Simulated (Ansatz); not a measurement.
One crystal and one scan (generalised stacking-fault energy along a line) at two levels, PBE (plane waves to 420 eV, PAW, scalar-relativistic; Ansatz, a first-principles code) and r2SCAN (plane waves to 500 eV, PAW, scalar-relativistic; Ansatz), each from its own relaxed cell and on its own mesh.

The crystal is Si (diamond); the crystal slips on the {111} plane, shuffle cut by s times a lattice vector of 6.70 Å, atoms relaxing along the normal only, γ being the energy change per area.

Energies are extrapolated to zero smearing. Si was relaxed with its symmetry unable to fall. As the smearing reaches across the gap at some points, the k mesh leaves noise in γ, roughly 0.02 J/m² as judged from a few cases. Faults lie only 9.4 Å apart, and holding the cell height raises γ above its relaxed value. Faults lie only 9.5 Å apart, and holding the cell height raises γ above its relaxed value. Both scans cover s from 0.000 to 0.917.

| quantity | run 1 | run 2 |
|---|---|---|
| Lattice constant a (Å) | 5.444 | 5.470 |
| Highest computed γ on the line (J/m²) | 2.42 | 2.07 |
| γ at the local minimum along the line, s = 0.500 (J/m²) | 1.77 | 1.52 |
| Lower barrier from zero shift into that minimum (unstable fault energy, highest computed point) (J/m²) | 1.94 | 1.67 |
| Steepest slope dγ/d(shift) before the first maximum (spline) (GPa) | 19 | 16 |

**Question.** Which run is which level?

**Answer.** Run 2 is PBE, run 1 is r2SCAN. PBE gives the higher value for: lattice constant a. PBE gives the lower value for: highest computed γ on the line; γ at the local minimum along the line, s = 0.500; lower barrier from zero shift into that minimum; steepest slope dγ/d(shift) before the first maximum. Both give the same position of the highest point: s = 0.333. Neither level is exact: the differences show how much the result hangs on the functional.

(The slope of γ gives the shear force per area between the displaced halves; near zero shift its curvature is an elastic stiffness.)
